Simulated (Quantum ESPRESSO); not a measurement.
Parts of the isotropic shielding in LiBr, by GIPAW with PBE in a modified build of Quantum ESPRESSO, on JTH PAW datasets, 20 Ha, k-mesh 4×4×4 shifted:

```
LiBr
1.0
    0.00000     2.72269     2.72269
    2.72269     0.00000     2.72269
    2.72269     2.72269     0.00000
Li Br
1 1
Cartesian
  0.00000   0.00000   0.00000
  2.72269   2.72269   2.72269
```
The geometry is a computed Materials Project entry, not a measured one. It is LiBr in Fm-3m. Stability against distortions was not tested.

The core term is that of the free atom's frozen core; the paramagnetic column sums the reconstruction terms. Shieldings are absolute and leave out the bulk-susceptibility term; a larger σ means a smaller chemical shift. In our sweeps, cutoffs and meshes of this size left a few ppm, and up to some 20 ppm on atoms from Zn on. No spin–orbit coupling; Br is the heaviest element present. No d partial waves on Br: the paramagnetic term there is incompletely reconstructed. Static lattice: thermal averaging is not included.

| site | core | bare (smooth current) | diamagnetic correction | paramagnetic corrections | σ_iso (ppm) |
|---|---|---|---|---|---|
| Li (atom 1) | 0.0 | 12.6 | 69.4 | [?] | [?] |
| Br (atom 2) | 3103.4 | 69.2 | -8.0 | [?] | [?] |

Question: Complete the blanks.

Answer: 
- Li (atom 1), paramagnetic corrections: -1.4
- Li (atom 1), σ_iso (ppm): 80.7
- Br (atom 2), paramagnetic corrections: -588.1
- Br (atom 2), σ_iso (ppm): 2576.6
